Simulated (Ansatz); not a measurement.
Relaxed candidate structures of CdAs:

A. I2₁3 (No. 199), cI16, AFLOW prototype AB_cI16_199_a_a (B_a); a = b = c = 7.1228 Å, α = β = γ = 90.00°; As 8a (0.427, 0.427, 0.427); Cd 8a (0.196, 0.196, 0.196)

B. Pbca (No. 61), oP16, AFLOW prototype AB_oP16_61_c_c (B_e, as in CdSb); a = 6.036 Å, b = 7.855 Å, c = 8.084 Å, α = 90.00°, β = 90.00°, γ = 90.00°; Cd 8c (0.455, 0.370, 0.362); As 8c (0.133, 0.065, 0.095)

C. Pm-3m (No. 221), cP2, CsCl type; a = b = c = 3.4746 Å, α = β = γ = 90.00°; As 1b (0.500, 0.500, 0.500); Cd 1a (0.000, 0.000, 0.000)

D. P6₃mc (No. 186), hP4, wurtzite type; a = b = 3.9398 Å, c = 7.9321 Å, α = β = 90.00°, γ = 120.00°; Cd 2b (0.333, 0.667, 0.024); As 2b (0.333, 0.667, 0.350)

Q: Order them by energy per atom (lowest first) at the level r2SCAN (plane waves to 500 eV, PAW, scalar-relativistic; Ansatz, a first-principles code).

A: B (reference, the lowest of the structures calculated here), D (+0.30 eV/atom), A (+0.38 eV/atom), C (+0.46 eV/atom)

Q: Give each candidate's band gap.

A: No gap: A, C, D. B: 0.56 eV (no spin-orbit coupling).

Each run could gain symmetry but not lose that of its start, so entries can be saddle points. From databases, or of a type measured for this composition: Pbca, oP16, AFLOW prototype AB_oP16_61_c_c (B_e, as in CdSb); the others are generated cells (placed on structure types, drawn at random, substituted or restacked) that were not matched to a known phase here. Static energies at zero pressure. No spin polarisation in the result. Gaps of cells over 8 atoms come from the SCF mesh and high-symmetry points alone.
